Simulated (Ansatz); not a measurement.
An Ansatz (a first-principles code) run. Input:

Ansatz 0.2 input:
```yaml
crystal:
  lattice:
    - [4.8585851461, 0.0, 0.0]
    - [0.0, 5.797563625, 0.0]
    - [-0.0913167053, 0.0, 5.1524994927]
  atoms:
    - { symbol: Nb, position: [0.0, 0.8217521982, 0.75] }
    - { symbol: Nb, position: [0.0, 0.1782478018, 0.25] }
    - { symbol: In, position: [0.5, 0.3188359964, 0.75] }
    - { symbol: In, position: [0.5, 0.6811640036, 0.25] }
    - { symbol: O, position: [0.2596546297, 0.3812063594, 0.4015142333] }
    - { symbol: O, position: [0.7403453703, 0.6187936406, 0.5984857667] }
    - { symbol: O, position: [0.7403453703, 0.3812063594, 0.0984857667] }
    - { symbol: O, position: [0.2596546297, 0.6187936406, 0.9015142333] }
    - { symbol: O, position: [0.2148668983, 0.89735703, 0.4385136924] }
    - { symbol: O, position: [0.7851331017, 0.10264297, 0.5614863076] }
    - { symbol: O, position: [0.7851331017, 0.89735703, 0.0614863076] }
    - { symbol: O, position: [0.2148668983, 0.10264297, 0.9385136924] }
kpoints:
  mp_grid: { grid: [5, 4, 5] }
hamiltonian:
  xc: r2scan
  pseudopotentials: { kind: paw }
scf:
  occupations: { method: fixed }
output:
  optics: { e_range: [0.0, 15.0], de: 0.05, sigma: 0.1, bands: { spectra_wanted_up_to: 12 eV } }
```

Output (shortened):

```
output.optics: the spectra are integrated over the Brillouin zone by k·p interpolation around the k-points, where levels, occupations, output.optics.sigma and …
Pseudopotential: Nb, paw, valence charge 13
Pseudopotential: In, paw, valence charge 13
Pseudopotential: O, paw, valence charge 6
Functional definition: r2SCAN
Crystal: 12 atoms, lattice volume = 145.135 Å³
Basis set: ecut = 500 eV, 3691 PW (Γ), exchange–correlation on 144×180×160 points (64 copies of the dense FFT grid, shifted against one another)
Bands: 62, of which v1, the nominal top of the filled ones, is band 50 counted from 1 (49 counted from 0)
Symmetry: 4 space group operations
Space group: P2/c (ITA 13), of the structure as read, at distance tolerance 5.3e-5 Å
k-points: 39 of 100
SCF iter   1: F=—  HF=-24908.835308 eV  |F-HF|=—  |Δ(HF+E_count)|=         —  Δρ=1.63e-2  dr2=5.11e-1  dr2_τ=7.04e-1  ethr=1.77e-3  ⟨swp⟩=5.0  Hψ=8328  notcnv=0  defer=383
preconditioner: auto → Resta (q_TF=auto, 2.564 Å⁻¹)
SCF iter   2: F=—  HF=-24908.884135 eV  |F-HF|=—  |Δ(HF+E_count)|=   4.88e-2  Δρ=7.35e-3  dr2=2.69e-2  dr2_τ=2.59e-2  ethr=5.11e-4  ⟨swp⟩=2.9  Hψ=4587  notcnv=0  defer=362
SCF iter   3: F=—  HF=-24908.884911 eV  |F-HF|=—  |Δ(HF+E_count)|=   7.76e-4  Δρ=3.34e-3  dr2=8.21e-3  dr2_τ=7.45e-4  ethr=2.69e-5  ⟨swp⟩=2.0  Hψ=3316  notcnv=0  defer=390
SCF iter   4: F=—  HF=-24908.884638 eV  |F-HF|=—  |Δ(HF+E_count)|=   2.72e-4  Δρ=6.76e-4  dr2=5.00e-4  dr2_τ=8.36e-5  ethr=8.21e-6  ⟨swp⟩=2.0  Hψ=3228  notcnv=0  defer=390
SCF iter   5: F=—  HF=-24908.884673 eV  |F-HF|=—  |Δ(HF+E_count)|=   3.51e-5  Δρ=2.68e-4  dr2=9.78e-5  dr2_τ=1.58e-5  ethr=5.00e-7  ⟨swp⟩=2.0  Hψ=3148  notcnv=0  defer=364
SCF iter   6: F=—  HF=-24908.884664 eV  |F-HF|=—  |Δ(HF+E_count)|=   8.96e-6  Δρ=8.26e-5  dr2=1.06e-5  dr2_τ=9.05e-7  ethr=9.78e-8  ⟨swp⟩=2.0  Hψ=3170  notcnv=0  defer=198
SCF iter   7: F=—  HF=-24908.884670 eV  |F-HF|=—  |Δ(HF+E_count)|=   5.28e-6  Δρ=1.87e-5  dr2=5.65e-7  dr2_τ=4.79e-8  ethr=1.06e-8  ⟨swp⟩=2.0  Hψ=3548  notcnv=0  defer=197
SCF iter   8: F=—  HF=-24908.884665 eV  |F-HF|=—  |Δ(HF+E_count)|=   4.25e-6  Δρ=4.16e-6  dr2=3.54e-8  dr2_τ=2.09e-9  ethr=5.65e-10  ⟨swp⟩=2.4  Hψ=3813  notcnv=0  defer=197
SCF iter  11: F=-24908.884665 eV  HF=-24908.884665 eV  |F-HF|=3.64e-12  |Δ(HF+E_count)|=  4.00e-11  Δρ=5.42e-8  dr2=3.49e-12  dr2_τ=4.98e-13  ethr=1.00e-12  ⟨swp⟩=10.0  Hψ=8812  notcnv=0
SCF 1 converged in 11 iterations: F = -24908.884665 eV  dr2 = 3.49e-12
NSCF: frozen V_eff on 39 k-points
Optics k sum: 0 of 39 k-points
Optics k sum: 2 of 39 k-points
Optics k sum: 4 of 39 k-points
Optics k sum: 6 of 39 k-points
Optics k sum: 8 of 39 k-points
Optics k sum: 10 of 39 k-points
Optics k sum: 12 of 39 k-points
Optics k sum: 14 of 39 k-points
Optics k sum: 16 of 39 k-points
Optics k sum: 18 of 39 k-points
Optics k sum: 20 of 39 k-points
Optics k sum: 22 of 39 k-points
Optics k sum: 24 of 39 k-points
Optics k sum: 26 of 39 k-points
Optics k sum: 28 of 39 k-points
Optics k sum: 30 of 39 k-points
Optics k sum: 32 of 39 k-points
Optics k sum: 34 of 39 k-points
Optics k sum: 36 of 39 k-points
Optics k sum: 38 of 39 k-points
Optics k sum: 39 of 39 k-points
Optics k sum: 0 of 39 k-points
Optics k sum: 2 of 39 k-points
Optics k sum: 4 of 39 k-points
Optics k sum: 6 of 39 k-points
Optics k sum: 8 of 39 k-points
Optics k sum: 10 of 39 k-points
Optics k sum: 12 of 39 k-points
Optics k sum: 14 of 39 k-points
Optics k sum: 16 of 39 k-points
Optics k sum: 18 of 39 k-points
Optics k sum: 20 of 39 k-points
Optics k sum: 22 of 39 k-points
Optics k sum: 24 of 39 k-points
Optics k sum: 26 of 39 k-points
Optics k sum: 28 of 39 k-points
Optics k sum: 30 of 39 k-points
Optics k sum: 32 of 39 k-points
Optics k sum: 34 of 39 k-points
Optics k sum: 36 of 39 k-points
Optics k sum: 38 of 39 k-points
Optics k sum: 39 of 39 k-points
NSCF: frozen V_eff on 1 k-points
NSCF: frozen V_eff on 1 k-points
NSCF: frozen V_eff on 1 k-points
NSCF: frozen V_eff on 1 k-points
NSCF: frozen V_eff on 1 k-points
NSCF: frozen V_eff on 1 k-points
NSCF: frozen V_eff on 1 k-points
NSCF: frozen V_eff on 1 k-points
output.optics: what the bands over the 92 summed would add to eps1, eps2 and the energy-loss function is held between a lower and an upper bound (9 Lanczos …
SCF converged after 11 iterations
Free energy (F): -24908.884665 eV
Harris-Foulkes:  -24908.884665 eV  (|F-HF|=3.64e-12)
Internal energy: -24908.884665 eV  (E = F + TS)
E sigma→0 (E₀):  -24908.884665 eV
Fermi energy:    8.427469 eV
--- Per-component energies (eV) ---
  E_band       = -396.487627
  E_kinetic    = 2688.069924
  E_local      = -6519.025940  (includes V_loc(G=0)·N_el)
  E_nonlocal   = 1351.982197
  E_hartree    = 2333.566104
  E_xc         = -1325.119840
  E_vxc        = -1526.333447  (∫ρ·V_xc dr)
  E_paw        = -15841.081560  (= ΣΔE_a)
  E_vpaw       = -1155.648243  (= ΣTr[D̂ρ^β])
  E_aug_tail   = 0.008105  (compensation charges beyond the density's cutoff)
  E_vtau       = 97.327640  (kinetic-family band-sum trace: ∫τ·v_τ [+ j·A + Jᵃ·Aᵃ] dr)
  E_ewald      = -7598.574356
  E_core_change = 1.290703  (= ΣΔE_core)
  E_smearing   =  0.000000  (= −TS)
  E_closure    = 0.000000  (closes the sum)
  Σ components = -24908.884665   (vs F -24908.884665, Δ=0.00e0)
  [band-id]    e_kinetic+e_local+e_nonlocal+2·e_hartree+e_vxc+e_vpaw+e_augmentation_tail+e_vtau = -396.487559   (vs E_band -396.487627, Δ=6.83e-5)
--- Band table (eV; the first three rows and the last of 39) ---
  k-point 0: bands = ["-47.6474", "-47.6220", "-23.2459", "-23.1608", "-23.1295", "-23.0301", "-23.0125", "-22.9698", "-10.0717", "-9.3362", "-9.0147", "-8.9876", "-8.9727", "-8.7444", "-8.4784", "-8.3763", "-4.0928", "-4.0603", "-4.0220", "-4.0043", …
  k-point 1: bands = ["-47.6449", "-47.6244", "-23.2428", "-23.1746", "-23.1229", "-23.0518", "-22.9919", "-22.9661", "-9.9534", "-9.3020", "-9.1883", "-9.1118", "-8.7712", "-8.7001", "-8.5189", "-8.4401", "-4.1017", "-4.0491", "-4.0073", "-3.9826", …
  k-point 2: bands = ["-47.6386", "-47.6307", "-23.2297", "-23.2040", "-23.1048", "-23.0796", "-22.9714", "-22.9631", "-9.6439", "-9.3113", "-9.2865", "-9.2764", "-8.8100", "-8.7185", "-8.4839", "-8.4593", "-4.0877", "-4.0463", "-4.0350", "-4.0047", …
  k-point 38: bands = ["-47.6448", "-47.6245", "-23.2423", "-23.1721", "-23.1245", "-23.0573", "-22.9949", "-22.9647", "-9.5736", "-9.5122", "-9.1465", "-9.1127", "-8.9557", "-8.7958", "-8.4694", "-8.4333", "-4.1023", "-4.0594", "-4.0171", "-4.0048", …
```

Cost: roughly 8 core-minutes on shared cores.

The first step of the workflow began from a Materials Project structure, measured or hypothetical; the Crystallography Open Database files this formula in space group No. 13, but the cells were not matched. Its standing as an ambient phase is unchecked. Symmetry was held in the r²SCAN relaxation; its stability against distortions is not shown here. No spin polarisation was allowed. Spin–orbit coupling is left out wherever it is not named.

Potentials: the later of the program's two PAW sets.

Ansatz is a plane-wave DFT program.
